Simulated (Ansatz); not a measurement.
ZrCuSi:
```yaml
crystal:
  lattice:
    - [6.50806, 0.00000, 0.00000]
    - [0.00000, 3.92393, 0.00000]
    - [0.00000, 0.00000, 7.24901]
  atoms:
    - { symbol: Zr, position: [0.50814, 0.25000, 0.69523] }
    - { symbol: Zr, position: [0.49186, 0.75000, 0.30477] }
    - { symbol: Zr, position: [0.99186, 0.75000, 0.19523] }
    - { symbol: Zr, position: [0.00814, 0.25000, 0.80477] }
    - { symbol: Si, position: [0.28087, 0.25000, 0.09900] }
    - { symbol: Si, position: [0.71913, 0.75000, 0.90100] }
    - { symbol: Si, position: [0.21913, 0.75000, 0.59900] }
    - { symbol: Si, position: [0.78087, 0.25000, 0.40100] }
    - { symbol: Cu, position: [0.82825, 0.75000, 0.57718] }
    - { symbol: Cu, position: [0.17175, 0.25000, 0.42282] }
    - { symbol: Cu, position: [0.67175, 0.25000, 0.07718] }
    - { symbol: Cu, position: [0.32825, 0.75000, 0.92282] }
```

Relaxed with r²SCAN. Special points in fractions of this cell's reciprocal vectors: Γ (0.000, 0.000, 0.000); X (0.500, 0.000, 0.000); S (0.500, 0.500, 0.000); Y (0.000, 0.500, 0.000); Z (0.000, 0.000, 0.500); U (0.500, 0.000, 0.500); R (0.500, 0.500, 0.500); T (0.000, 0.500, 0.500).

Question: List the band energies nearest the Fermi level at these points for r²SCAN (plane waves, PAW; program Ansatz).

Answer: In eV from the Fermi level; about four levels below and three above (degenerate sets whole), none deeper than 8.9 eV; points with the same levels are listed once.

| k | below | above |
|---|---|---|
| Γ | -1.34 -0.83 -0.72 -0.38 | 0.07 0.50 0.78 |
| X | -0.51 -0.51 -0.37 -0.37 | 0.37 0.37 1.00 1.00 |
| S | -0.27 -0.27 -0.27 -0.27 | 2.57 2.57 2.57 2.57 |
| Y | -1.50 -1.50 -0.06 -0.06 | 0.42 0.42 1.50 1.50 |
| Z | -0.94 -0.94 -0.49 -0.49 | 0.86 0.86 1.58 1.58 |
| U | -0.73 -0.73 -0.55 -0.55 | 0.73 0.73 1.14 1.14 |
| R | -0.34 -0.34 -0.34 -0.34 | 2.26 2.26 2.26 2.26 |
| T | -1.65 -1.65 -1.06 -1.06 | 0.61 0.61 1.85 1.85 |

Space group Pnma. The workflow started from a Materials Project entry (that database holds measured and hypothetical structures alike); the Crystallography Open Database copy checked does not list it. Its standing as an ambient phase is unchecked. The r²SCAN relaxation kept the symmetry of its start; whether a distortion lowers the energy is not shown. The run is not spin-polarised. Spin–orbit coupling is left out wherever it is not named.

Potentials: the later of the program's two PAW sets.
